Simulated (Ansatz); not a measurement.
With r²SCAN in the plane-wave PAW code Ansatz, Mg in the A15 (β-W type) structure (Pm-3n) relaxes to a = 5.695 Å.

Electronic character: metallic (no gap).

The bulk modulus is 37.2 GPa. The relaxed-ion elastic constants in GPa are C11 = 85.5, C12 = 13.6, C44 = 6.8. The elastic constants imply a Debye temperature near 335 K.

The start of the workflow was typed in or built on a structure type; neither database checked (COD, Materials Project) lists it. It is not the phase usual at ambient conditions (space group No. 194). The r²SCAN relaxation kept the symmetry of its start; whether a distortion lowers the energy is not shown. As this level gives no gap, shear constants depend on the k-mesh and smearing (Fermi–Dirac, 0.1 eV here).

Potentials: the earlier of the program's two PAW sets.
